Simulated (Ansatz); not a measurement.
ZrC:
```
CELL_PARAMETERS angstrom
      0.00000     2.33438     2.33438
      2.33438     0.00000     2.33438
      2.33438     2.33438     0.00000
ATOMIC_POSITIONS crystal
  C  0.00000 0.00000 0.00000
  Zr 0.50000 0.50000 0.50000
```

Relaxed with PBEsol. Special points in fractions of this cell's reciprocal vectors: Γ (0.000, 0.000, 0.000); X (0.500, 0.000, 0.500); U (0.625, 0.250, 0.625); K (0.375, 0.375, 0.750); L (0.500, 0.500, 0.500); W (0.500, 0.250, 0.750).

Question: List the band energies nearest the Fermi level at these points for plane-wave PAW PBEsol with spin–orbit coupling (Ansatz code).

Answer: In eV from the Fermi level; about four levels below and three above (degenerate sets whole), none deeper than 8.9 eV; points with the same levels are listed once.

| k | below | above |
|---|---|---|
| Γ | – | 0.86 0.86 0.92 0.92 0.92 0.92 |
| X | -1.94 -1.94 -0.02 -0.02 | 0.10 0.10 4.52 4.52 |
| U | -2.34 -2.34 -1.65 -1.65 | 1.44 1.44 4.94 4.94 |
| L | -3.08 -3.08 -3.06 -3.06 | 4.54 4.54 4.55 4.55 |
| W | -2.50 -2.50 -2.35 -2.35 | 3.27 3.27 3.28 3.28 |

Space group Fm-3m (rock salt). The cell was relaxed with PBEsol under the symmetry of its start; of distortions, only those at the zone centre were tested. The run is not spin-polarised.

Potentials: the later of the program's two PAW sets.
